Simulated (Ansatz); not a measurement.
Relaxed WSi2 (MoSi2 type, space group I4/mmm):

```xyz
3
Lattice="-1.6146 1.6146 3.9336 1.6146 -1.6146 3.9336 1.6146 1.6146 -3.9336" Properties=species:S:1:pos:R:3 pbc="T T T"
W      0.0000     0.0000     0.0000
Si     0.0000     0.0000     2.6322
Si     0.0000     0.0000     5.2350
```

Computed with PBE (plane waves to 420 eV, PAW, scalar-relativistic; Ansatz, a program for electronic structure). k mesh 16×16×16 (Γ-centred), Fermi-Dirac smearing 0.05 eV. With partly filled bands, energies and forces of such displacements shift with the k mesh and the smearing. Spin-orbit coupling is left out, though W is heavy. WSi2 is run without spin polarisation. WSi2 was relaxed with its symmetry unable to fall.

One atom of the cell was then moved (with its periodic images), all else fixed, and the forces (eV/Å) came out as:

```csv
atom,Fx,Fy,Fz
W1,-2.878,-2.878,0.000
Si2,1.439,1.439,-0.695
Si3,1.439,1.439,0.695
```

Q: Which atom was moved, and by which vector (Å)?

A: W1, by (0.22, 0.22, 0.00), 0.32 Å in all.

(A displaced cell: forces are minus the slopes of the energy, force constants its curvatures, and phonons follow from these.)
